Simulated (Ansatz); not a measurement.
Crystals of one structure type (zinc blende) and one family of elements, relaxed and computed with PBE (plane waves, PAW; program Ansatz).

```
crystal  V (Å³/atom)  B₀ by P(V) fit (GPa)
-------  -----------  --------------------
BN              5.95                   371
AlN            10.67                   192
GaN            11.76                   172
BAs            13.90                   131
AlP            20.88                  82.5
BiB            21.04                     ?
InP            26.45                  59.2
```

Question: Fit a straight line to ln B₀ against ln V and predict the withheld value.

Answer: Least squares on the 6 shown rows: ln B₀ = -1.23 × ln V + (8.138), with a scatter of 3 %. For BiB this gives 80.7. The run itself gave 72.7, outside the scatter: the line misses something about this case.

Constructed cells (a structure type filled with these elements, in neither database checked): BiB, zinc blende. All cells were relaxed under the symmetry of their starts (and spin orders); stability against distortions was not tested throughout. Spin–orbit coupling is left out wherever it is not named.

Potentials: the later of the program's two PAW sets.
